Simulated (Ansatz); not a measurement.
ScB₂:
```xyz
3
Lattice="3.1429 0.0000 0.0000 -1.5715 2.7219 0.0000 0.0000 0.0000 3.5243" Properties=species:S:1:pos:R:3 pbc="T T T"
Sc     0.0000     0.0000     0.0000
B      1.5715     0.9073     1.7621
B      0.0000     1.8146     1.7621
```

Relaxed with r²SCAN. Special points in fractions of this cell's reciprocal vectors: Γ (0.000, 0.000, 0.000); M (0.500, 0.000, 0.000); K (0.333, 0.333, 0.000); A (0.000, 0.000, 0.500); L (0.500, 0.000, 0.500); H (0.333, 0.333, 0.500).

Problem. List the band energies nearest the Fermi level at these points for plane-wave PAW r²SCAN (Ansatz code).

Solution. In eV from the Fermi level; about four levels below and three above (degenerate sets whole), none deeper than 8.9 eV; points with the same levels are listed once.

```csv
k,below,above
Γ,-1.89 -0.97 -0.97 -0.35,4.25 4.25 5.07 5.07
M,-8.12 -2.14 -2.13 -0.40,3.54 3.68 5.22
K,-7.44 -7.44 -5.82 -0.66 -0.66,3.11 3.11 4.41
A,-6.24,0.40 0.40 2.08 2.08
L,-6.70 -3.15 -2.26 -1.93,4.54 5.38 5.79
H,-7.70 -7.70 -4.54 -1.74 -1.74,4.73 6.01 6.01
```

Space group P6/mmm. The workflow started from a Materials Project entry (that database holds measured and hypothetical structures alike); the Crystallography Open Database files this formula in space group No. 191, but the cells were not matched. Whether it is the stable phase at ambient conditions was not checked. The cell was relaxed with r²SCAN under the symmetry of its start; its stability against distortions is not shown here. The run is not spin-polarised.

Potentials: the later of the program's two PAW sets.
